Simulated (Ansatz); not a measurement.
Te₂Pt in space group P-3m1 (No. 164; Te on 2d, Pt on 1a), LDA (plane waves, PAW; program Ansatz), all energies at zero smearing, with the estimated change up to a 700 eV cutoff added, with one set of potentials and settings (totals compare only within such a set). Cell of 3 atoms (2 Te, 1 Pt): -25902.079 eV.

```json
[
 {"element": "Te", "reference phase": "P3_121, 3 atoms in the cell", "E (eV/atom)": "-6827.2741"},
 {"element": "Pt", "reference phase": "Fm-3m, 1 atoms in the cell", "E (eV/atom)": "-12246.2748"}
]
```

Formation energy per atom, worked out: (-25902.079 − 2×(-6827.2741) − 1×(-12246.2748))/3 = -0.419 eV/atom (-40 kJ per mol of atoms), at 0 K, without zero-point energy or fitted corrections.

The LDA relaxation kept the symmetry of its start. No spin polarisation was allowed. A crystal of weakly bound layers computed without a dispersion correction: the cell and the soft elastic constants depend strongly on that. The references are the lowest solids computed at this level, not always the standard phases. Scalar-relativistic: spin–orbit coupling is off unless named, which matters more the heavier the elements.

Potentials: the earlier of the program's two PAW sets. The files were generated under PBE; for other functionals the program regenerates the frozen cores, and for LDA and PBEsol the local potential too.
